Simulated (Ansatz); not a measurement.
Relaxed candidate structures of Hg3(SeCl)2:

A. P3m1 (No. 156), hP7; a = b = 4.592 Å, c = 10.958 Å, α = β = 90.00°, γ = 120.00°; Cl 1a (0.000, 0.000, 0.337); Cl 1c (0.667, 0.333, 0.815); Hg 1c (0.667, 0.333, 0.513); Hg 1a (0.000, 0.000, 0.102); Hg 1b (0.333, 0.667, 0.805); Se 1b (0.333, 0.667, 0.046); Se 1b (0.333, 0.667, 0.566)

B. P6/mmm (No. 191), hP7; a = 6.896 Å, b = 6.896 Å, c = 4.393 Å, α = 90.00°, β = 90.00°, γ = 120.00°; Cl 1b (0.000, 0.000, 0.500); Cl 1a (0.000, 0.000, 0.000); Hg 3g (0.500, 0.500, 0.500); Se 2c (0.333, 0.667, 0.000)

C. I2₁3 (No. 199), cI28; a = 9.187 Å, b = 9.187 Å, c = 9.187 Å, α = 90.00°, β = 90.00°, γ = 90.00°; Hg 12b (0.000, 0.250, 0.306); Se 8a (0.273, 0.273, 0.273); Cl 8a (0.015, 0.015, 0.015)

Question: Rank these by energy per atom (lowest first), as r2SCAN (plane waves to 500 eV, PAW, scalar-relativistic; Ansatz, a program for electronic structure) gives it.

Answer: C (reference, the lowest among the structures calculated here), A (+0.15 eV/atom), B (+0.61 eV/atom)

Question: Give each candidate's band gap.

Answer: No gap: A, B. C: 2.28 eV (no spin-orbit coupling).

Each run could gain symmetry but not lose that of its start, so entries can be saddle points. From databases, or of a type measured for this composition: I2₁3, cI28; the others are generated cells (placed on structure types, drawn at random, substituted or restacked) that were not matched to a known phase here. Static energies at zero pressure. No spin polarisation in the result. Without spin-orbit coupling the bands of the heavy element are not split, so the gap can be far off. Gaps of cells over 8 atoms come from the SCF mesh and high-symmetry points alone.
